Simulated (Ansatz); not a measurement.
SiW (CsCl type, Pm-3m), plane-wave PAW PBEsol (Ansatz code), all energies at zero smearing, with the estimated change up to a 700 eV cutoff added, with one set of potentials and settings (totals compare only within such a set). Cell of 2 atoms (1 W, 1 Si): -10878.976 eV.

```
element             reference phase  E (eV/atom)
-------  --------------------------  -----------
W        Im-3m, 1 atoms in the cell  -10257.5790
Si       Fd-3m, 2 atoms in the cell    -621.4938
```

Formation energy per atom, worked out: (-10878.976 − 1×(-10257.5790) − 1×(-621.4938))/2 = 0.048 eV/atom (5 kJ per mol of atoms), at 0 K, without zero-point energy or fitted corrections.

The cell is a constructed one: a structure type filled with these elements; neither database checked (COD, Materials Project) lists it. Whether it is the stable phase at ambient conditions was not checked. The PBEsol relaxation kept the symmetry of its start; its stability against distortions is not shown here. No spin polarisation was allowed. The references are the lowest solids computed at this level, not always the standard phases. Scalar-relativistic: spin–orbit coupling is off unless named, which matters more the heavier the elements.

Potentials: the earlier of the program's two PAW sets. The files were generated under PBE; for other functionals the program regenerates the frozen cores, and for LDA and PBEsol the local potential too.
